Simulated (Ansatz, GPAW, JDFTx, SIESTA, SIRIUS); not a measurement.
One calculation of HPbNO4, 6 ways

```
H Pb N O
1.0
     4.27531   -0.00040    0.00636
    -2.08399    5.20775   -0.04907
    -2.12377   -1.86574    4.91491
H Pb N O
1 1 1 4
Direct
  0.97723 0.02800 0.91579
  0.49736 0.81385 0.14730
  0.02169 0.47845 0.50307
  0.99572 0.92002 0.02478
  0.17696 0.72371 0.60796
  0.82352 0.36669 0.24507
  0.99775 0.32701 0.64938
```

The cell comes from a database or a generator and needn't be the stable form of this composition.

Atoms were shifted at random by some hundredths of an Å from the given cell, which wasn't relaxed again for these runs.

Alike in all runs: task single point; functional PBE; k mesh 8 × 6 × 6; occupations fermi-dirac, width 0.05 eV; no spin polarisation; no spin-orbit coupling. Pressure is positive in compression and, in plane waves, holds the error of the finite cutoff, which Ansatz's Pulay term estimates and takes out.

```tsv
program and potentials	plane-wave cutoff (eV)	notes	band gap (eV)	pressure (GPa)	largest force (eV/Å)	energy over the undisturbed cell (meV/atom)
SIESTA, files PseudoDojo sr-pbe-0.4.1-standard, DZP (energy shift 0.003 Ry; two zetas on semicore shells)	-	atomic basis	2.89	5.35	5.858	46.89
GPAW, GPAW PAW data sets (gpaw-data 1.2.1)	800	-	2.91	2.31	4.166	36.62
SIRIUS, PseudoDojo 0.4.1 PBE standard (scalar relativistic)	1152	-	2.89	2.53	4.069	-
Ansatz, all-electron LAPW, scalar-relativistic	-	-	2.92	2.47	4.126	-
JDFTx, PseudoDojo-SR-PBE-0.5-standard (H, N, O) + PseudoDojo-SR-PBE-0.4.1-standard (Pb) with smoothed tails	1143	-	2.89	2.53	4.070	-
Ansatz, Ansatz PAW (earlier soft set)	420	-	?	?	?	?
```

Q: Estimate from the other rows what the run with Ansatz, Ansatz PAW (earlier soft set) gave.

A: Band gap 2.92 eV; pressure 2.56 GPa; largest force 4.068 eV/Å; energy over the undisturbed cell 35.40 meV/atom. Its pressure holds a Pulay term of +0.35 GPa. The other rows, which needn't bracket it: band gap 2.89 to 2.92; pressure 2.31 to 5.35; largest force 4.069 to 5.858; energy over the undisturbed cell 36.62 to 46.89.
